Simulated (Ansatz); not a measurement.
ScGeCN:
```cif
data_CGeNSc
_chemical_formula_sum 'Sc1 Ge1 C1 N1'
_space_group_name_H-M_alt 'P3m1'
_space_group_IT_number 156
_space_group_name_Hall 'P 3 -2"'
_cell_length_a 3.38572
_cell_length_b 3.38572
_cell_length_c 5.33086
_cell_angle_alpha 90.000
_cell_angle_beta 90.000
_cell_angle_gamma 120.000
loop_
_atom_site_label
_atom_site_type_symbol
_atom_site_symmetry_multiplicity
_atom_site_Wyckoff_symbol
_atom_site_fract_x
_atom_site_fract_y
_atom_site_fract_z
_atom_site_occupancy
Sc1 Sc 1 b 0.33333 0.66667 0.52490 1
Ge1 Ge 1 c 0.66667 0.33333 0.99759 1
C1 C 1 b 0.33333 0.66667 0.09302 1
N1 N 1 c 0.66667 0.33333 0.63448 1
```

Relaxed with r²SCAN. DFT-r²SCAN in the program Ansatz with PAW potentials gives a gap of 2.58 eV.

**Question.** What gap does HSE06 give on the same cell (Ansatz, PAW)?

**Answer.** 3.25 eV, 0.67 eV more. The hybrid was solved on a coarser mesh and at special points; the gap given is the minimum over both.

Cost on shared cores: the r²SCAN run (SCF on a 9×9×5 mesh, then bands and DOS) around 110 core-seconds (rough), the HSE06 run (SCF on 7×7×4, then a few points) very roughly 4 core-minutes; the tasks are unlike.

The start of the workflow was typed in or built on a structure type; neither database checked (COD, Materials Project) lists it. Whether it is the stable phase at ambient conditions was not checked. Symmetry was held in the r²SCAN relaxation; its stability against distortions is not shown here. The run is not spin-polarised. Scalar-relativistic: spin–orbit coupling is off unless named, which matters more the heavier the elements.

Potentials: the earlier of the program's two PAW sets. The files were generated under PBE; for other functionals the program regenerates the frozen cores, and for LDA and PBEsol the local potential too.
